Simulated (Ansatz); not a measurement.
Computed with DFT PBE, scalar-relativistic, plane waves, PAW in Ansatz 0.2.0. All cells share a 420 eV cutoff and Γ-centred k meshes spaced at most about 0.3 Å⁻¹ (about 0.25 or finer for metals, 2π included). No spin polarisation in the final relaxations.

Temperature and zero-point effects are left out.

Two relaxed structures of Sn2TeO3:

A.

```
Sn Te O
1.0
     3.37134    0.00000    0.00000
     0.00000    3.37134    0.00000
     0.00000    0.00000    9.63137
Sn Te O
2 1 3
Cartesian
  1.6857 0.0000 6.2039
  0.0000 1.6857 3.4275
  1.6857 1.6857 0.0000
  1.6857 0.0000 4.0416
  0.0000 1.6857 5.5898
  0.0000 0.0000 0.0000
```

B.

```
Sn Te O
1.0
     5.88824    0.00000    0.00000
    -2.94412    5.09937    0.00000
     0.00000    0.00000    3.10469
Sn Te O
2 1 3
Direct
  0.33333 0.66667 0.00000
  0.66667 0.33333 0.00000
  0.00000 0.00000 0.00000
  0.50000 0.00000 0.50000
  0.50000 0.50000 0.50000
  0.00000 0.50000 0.50000
```

Question: Which would you expect to be lower, and how large is the difference?

Answer: A is lower, by 103 meV/atom. A has space group P-4m2 (No. 115), 18.2 Å³/atom and no gap on its mesh; B has space group P6/mmm (No. 191), 15.5 Å³/atom and no gap. Counting O or Te atoms around Sn (for each partner element, those within 1.25 times its shortest distance or 1.15 times the sum of covalent radii, where it is the nearest in units of that sum or under 1.3; a plus sign parts groups by distance over the sum of covalent radii), A has Sn 1+4 and B has Sn 9. In A, around Sn lie 1 O at 2.16 Å and 4 O at 2.46 Å; around Te lie 4 O at 2.38 Å; around O on a site of symmetry 2mm lie 1 Sn at 2.16 Å, 4 Sn at 2.46 Å and 4 O at 2.84 Å; 1 more site not described. In B, around Sn lie 6 O at 2.30 Å, 2 Sn at 3.10 Å, 3 Te at 3.40 Å and 3 Sn at 3.40 Å; Te is surrounded by 2 Te at 3.10 Å, 12 O at 3.33 Å and 6 Sn at 3.40 Å; around O lie 4 Sn at 2.30 Å, 6 O at 2.94–3.10 Å and 4 Te at 3.33 Å. Both come from invented guesses.

Weakly bound directions are ill-defined at this level, which has no dispersion term (P-4m2), and this can change margins and order among such cells. Spin–orbit coupling, which can matter for Te, is left out. Cells relaxed within their symmetry can be saddle points.
